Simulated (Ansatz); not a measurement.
Relaxed-ion elastic tensor of AlN in space group P4_2/mnm (No. 136; Al on 4g, N on 4f) in GPa (Voigt order), DFT-r²SCAN in the program Ansatz with PAW potentials; density 3.14 g/cm³, 10.83 Å³ per atom.

```
287  147  128  0.0  0.0  0.0
147  287  128  0.0  0.0  0.0
128  128  429  0.0  0.0  0.0
0.0  0.0  0.0  111  0.0  0.0
0.0  0.0  0.0  0.0  111  0.0
0.0  0.0  0.0  0.0  0.0  140
```

Problem. Is the crystal mechanically stable?

Solution. Yes: the smallest eigenvalue of C is 111 GPa.

Problem. Work out the Voigt, Reuss and Hill averages.

Solution. K_V = 201, K_R = 197, K_H = 199; G_V = 113, G_R = 106, G_H = 109 GPa.

Problem. Give Young's modulus, Poisson's ratio, Pugh's ratio and the universal anisotropy index.

Solution. E = 9KG/(3K + G) = 277 GPa; ν = 0.27; K/G = 1.82 (near the Pugh limit of 1.75, no verdict); A_U = 5G_V/G_R + K_V/K_R − 6 = 0.34.

Problem. Estimate the sound speeds and the Debye temperature.

Solution. v_l = √((K + 4G/3)/ρ) = 10500 m/s, v_t = √(G/ρ) = 5890 m/s, mean 6550 m/s; Θ = (h/k)(3n/4πV)^(1/3) v_m = 882 K.

Problem. Solve the Christoffel equation for the three sound speeds along x, y, z.

Solution. Eigenvalues of C_ijkl n_j n_l equal ρv². In km/s, slowest first: x 5.95, 6.68, 9.55; y 5.95, 6.68, 9.55; z 5.95, 5.95, 11.68.

Problem. How much does each axis shrink under pressure?

Solution. Linear compressibilities β_i = Σ_j S_ij (j = 1 to 3): x 2.0, y 2.0, z 1.2 per TPa.

The start of the workflow was typed in or built on a structure type; neither database checked (COD, Materials Project) lists it. It is not the phase usual at ambient conditions (space group No. 186, 216). Symmetry was held in the r²SCAN relaxation; whether a distortion lowers the energy is not shown.

Potentials: the later of the program's two PAW sets.
